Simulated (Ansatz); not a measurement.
## Calculation log, K (Im-3m) (elastic constants by finite strains)

Level of theory: r²SCAN, PAW on Ansatz 0.2.0's default frozen-core files (fitted under PBE), scalar-relativistic.

Cell and atoms were relaxed beforehand by PAW with this functional.

Command:

```sh
ansatz run input.yaml --threads 1 --pin off --max-ram 2560MiB --backend cpu --events-out ev --progress --plain --runs-dir out
```

input.yaml:

```yaml
crystal:
  lattice:
    - [-2.67095459288, 2.67095459288, 2.67095459288]
    - [2.67095459288, -2.67095459288, 2.67095459288]
    - [2.67095459288, 2.67095459288, -2.67095459288]
  atoms:
    - { symbol: K, position: [0.0, 0.0, 0.0] }
kpoints:
  mp_grid: { grid: [14, 14, 14] }
scf:
  occupations: { method: fermi_dirac, width: 0.1 }
hamiltonian:
  xc: r2scan
  pseudopotentials: { kind: paw }
elastic:
  mode: relaxed_ion
  stencil: two_point
  amplitude: 0.003
```

The program printed:

```
Warning: RAYON_NUM_THREADS=1 ignored (pool sized by the plan → 1); use --threads N
Engine: ansatz 0.2.0, aarch64-unknown-linux-gnu
Pseudopotentials: kind: paw
Pseudopotential: K, paw, valence charge 9, recommended cutoff 500 eV (meta_gga), K.paw.azcp
Functional definition: r2SCAN
  parameter k0 = 0.174
  parameter k1 = 0.065
  parameter a1 = 4.9479
  exchange = r2scan_x(k0 = k0, k1 = k1, a1 = a1)
  correlation = r2scan_c
Crystal: 1 atoms, lattice volume = 76.218 Å³
Basis set: ecut = 500 eV, 1961 PW (Γ), exchange–correlation on 144×144×144 points (64 copies of the dense FFT grid, shifted against one another)
Bands: 9, of which v1, the nominal top of the filled ones, is band 5 counted from 1 (4 counted from 0)
Symmetry: 48 space group operations
Space group: Im-3m (ITA 229), of the structure as read, at distance tolerance 4.2e-5 Å
k-points: 104 of 2744
Non-local potential: K, projectors of the file, l = 0: 3, l = 1: 2, l = 2: 2
PAW form: soft (Blöchl's): semilocal exchange-correlation on the pseudo side does not see the compensation charge
PAW frozen core: K, regenerated for the run's functional (the file was generated under x = pbe(κ = 0.804, μ = 0.2195149727645171), c = pbe(β = 0.06672455060314922))
PAW one-centre angular grid: K, 302 points (default); XC on 160 Gauss nodes
Initial density: superposition of atomic densities (neutral atoms: chi_scale 0, normalization atom), corrected by the library's trained network
Initial wavefunctions: pseudopotential atomic-orbital guess
Functional: x = r2scan, c = r2scan; τ floored in thin density (d = 2e-4 eV/Å³)
SCF iter   1: F=—  HF=-1542.490503 eV  |F-HF|=—  |Δ(HF+E_count)|=         —  Δρ=2.20e-3  dr2=1.44e-3  dr2_τ=1.33e-4  ethr=1.77e-3  ⟨swp⟩=5.2  Hψ=6982  notcnv=0
preconditioner: auto → Kerker (q_TF=auto, 1.911 Å⁻¹)  [metal: Δε(μ)=0.054 eV  Ē_g=4.407 eV  σ=0.100 eV  W_gap=0.13  n_scr=12 (ndim 8)  ℏωp=4.3 eV  f_vac=0.000  D(μ)=0.73/eV (n_scr^D=0)]
[... 79 lines left out ...]
  E_paw        = -787.892998  (= ΣΔE_a)
  E_vpaw       = -25.166717  (= ΣTr[D̂ρ^β])
  E_aug_tail   = -0.000002  (compensation charges beyond the density's cutoff)
  E_vtau       = 11.182536  (kinetic-family band-sum trace: ∫τ·v_τ [+ j·A + Jᵃ·Aᵃ] dr)
  E_ewald      = -397.301530
  E_core_change = -0.196185  (= ΣΔE_core)
  E_smearing   = -0.024250  (= −TS)
  E_closure    = 0.000000  (closes the sum)
  Σ components = -1542.491051   (vs F -1542.491051, Δ=0.00e0)
--- Forces (eV/Å), atoms counted from 1 ---
  atom   1  K      0.00000000    -0.00000000     0.00000000
  max |Σ_I F_I| component: 1.08e-30 eV/Å
--- Stress (GPa, compression-positive) ---
        0.020130       0.000000      -0.000000
        0.000000       0.020130      -0.000000
       -0.000000      -0.000000       0.020130
  P = ⅓ Tr σ = 0.0201 GPa (0.201 kbar)
--- Elastic constants: 2 strain directions × 2 members + reference (group order 48) ---
  dense FFT box of the reference and of every strained cell: 36×36×36
  strains applied: 11, 23; error gains: componentwise 1.00 (the most a stress slope's error grows in a printed constant), spectral 1.73 (1 for all six strains in a standard setting)
  C = ∂σ_k/∂η_j (tension-positive GPa; Voigt order 11 22 33 23 13 12):
         4.048      3.197      3.197     -0.000     -0.000     -0.000
         3.197      4.048      3.197     -0.000      0.000      0.000
         3.197      3.197      4.048      0.000      0.000      0.000
        -0.000      0.000      0.000      2.616      0.000     -0.000
         0.000     -0.000     -0.000     -0.000      2.616     -0.000
        -0.000      0.000     -0.000     -0.000      0.000      2.616
  reference stress σ⁰ (GPa):     -0.020     -0.020     -0.020      0.000      0.000      0.000
  C* (energy form; C + prestress term) asymmetry max|C*_kj − C*_jk| = 4.441e-16 GPa — a small one proves nothing (zero by symmetry where the batch's group is 432, −43m or m−3m); a large one is finite-difference/SCF noise where ...
  moduli (Voigt/Reuss/Hill, GPa): K = 3.48/3.48/3.48   G = 1.74/0.86/1.30   E = 3.46   ν = 0.334
  mechanically stable: yes (min eigenvalue of sym C = 0.85 GPa)
  strain η (Voigt 11):  stress-route row diagonal C_11 = 4.05 GPa, energy-path curvature d²(F+E_count+ΔE)/dδ²/Ω₀ = 4.05 GPa
         δ    σ_11 (GPa)             F (eV)   n_scf  n_hpsi   n_pw
    -3.000e-3      -0.0324       -1542.4910136      10   56591   1961   relax 0 steps, max|allowed force component| 0.00e0 eV/Å
     3.000e-3      -0.0081       -1542.4910713       6   43976   1961   relax 0 steps, max|allowed force component| 0.00e0 eV/Å
  strain η (Voigt 23):  stress-route row diagonal C_44 = 2.62 GPa, energy-path curvature d²(F+E_count+ΔE)/dδ²/Ω₀ = 2.63 GPa
         δ    σ_23 (GPa)             F (eV)   n_scf  n_hpsi   n_pw
    -3.000e-3      -0.0078       -1542.4910456       9   94415   1961   relax 0 steps, max|allowed force component| 0.00e0 eV/Å
     3.000e-3       0.0078       -1542.4910456       4   65358   1961   relax 0 steps, max|allowed force component| 0.00e0 eV/Å
```

Self-consistency was reached.

**Elastic constants**

Elastic constants of a crystal by Kohn-Sham DFT: slopes of the stress over finite engineering strains of the given cell, Voigt indices, Cartesian axes as in the input.

```
Pressure at rest         : 0.02 GPa
Least elastic eigenvalue : 0.85 GPa
Elastically stable       : yes
```

```tsv
index	elastic (GPa)
11	4.05
12	3.2
44	2.62
```

**Elastic moduli**

Hill averages of a grain aggregate, Debye temperature from the mean sound speed over directions.

```json
{
  "Bulk modulus": "3.481 GPa",
  "Shear modulus": "1.297 GPa",
  "Young modulus": "3.462 GPa",
  "Poisson ratio": "0.3342",
  "Bulk over shear modulus": "2.683",
  "Elastic anisotropy index": "5.176",
  "Least young modulus": "1.226 GPa",
  "Largest young modulus": "6.277 GPa",
  "Longitudinal sound speed": "2473 m/s",
  "Transverse sound speed": "1234 m/s",
  "Elastic debye temperature": "91.99 K",
  "Linear compressibility (x, y, z)": "95.77, 95.77, 95.77 1/TPa",
  "Zener ratio": "6.15",
  "Cauchy pressure": "0.58 GPa"
}
```

Strained cells:

Stress of each strained cell less that at rest, tension positive.

| strain component | strain | stress xx (GPa) | stress yy (GPa) | stress zz (GPa) | stress yz (GPa) | stress xz (GPa) | stress xy (GPa) | relaxation steps |
| --- | --- | --- | --- | --- | --- | --- | --- | --- |
| xx | -0.003 | -0.0123 | -0.0097 | -0.0097 | 0 | 0 | 0 | 0 |
| xx | 0.003 | 0.012 | 0.0095 | 0.0095 | 0 | 0 | 0 | 0 |
| yz | -0.003 | -0.0001 | 0 | 0 | -0.0078 | 0 | 0 | 0 |
| yz | 0.003 | -0.0001 | 0 | 0 | 0.0078 | 0 | 0 | 0 |

Known limits: frozen-core PAW files fitted under PBE, their cores solved anew for the functional of the run; responses of metals move with mesh and smearing.

It took 2.5 min on 1 thread of Arm Neoverse V1 (shared host), peak memory 0.85 GiB.
